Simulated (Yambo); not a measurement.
Yambo run on BP (wurtzite, space group P6_3mc, No. 186). The wavefunctions are LDA (Quantum ESPRESSO, PseudoDojo norm-conserving, 76 Ry, without SOC) ones on a 6×6×4 mesh (8 occupied bands); a = b = 3.156 Å, c = 5.236 Å, α = β = 90.00°, γ = 120.00°.

Yambo input:

```
rim_cut
gw0
dyson
el_el_corr
HF_and_locXC
ppa
em1d
RandQpts= 1000000
RandGvec= 1 Ry
EXXRLvcs= 76 Ry
VXCRLvcs= 304 Ry
Chimod= "HARTREE"
% BndsRnXp
 1 | 65 |
%
NGsBlkXp= 5 Ry
% LongDrXp
 1.0 | 1.0 | 1.0 |
%
PPAPntXp= 27.2114 eV
% GbndRnge
 1 | 65 |
%
GTermKind= "BG"
DysSolver= "n"
ExtendOut
% QPkrange
 1 | 1 | 8 | 9 |
 19 | 19 | 9 | 9 |
%
```

k points by index: 1 = Γ, 19 = K.

Table of the .qp output:

```
#    K-point    Band    Eo [eV]    E [eV]    E-Eo [eV]    Vxc [eV]    Vnlxc [eV]    Sc|Eo [eV]    Sc|E [eV]    dSc/dw|Eo [eV]    Re(Z)    Im(Z)
#
    1    8    0.000000    -0.273341    -0.273341    -13.44464    -15.08121    1.295539    1.363227    -6.737060    0.801549    -0.001168
    1    9    2.743751    3.194034    0.450283    -11.92804    -7.250930    -4.116906    -4.226825    -6.641150    0.803819    -0.001211
    19    9    0.797698    1.177827    0.380129    -10.38839    -6.110940    -3.812803    -3.897322    -6.048863    0.818134    -0.001113
```
(The two width columns are left out.) Convergence of these settings isn't established.

Geometry relaxed with LDA.

This is not the ordinary phase of the substance; no match was found in the copy of COD used, and its stability was not checked.
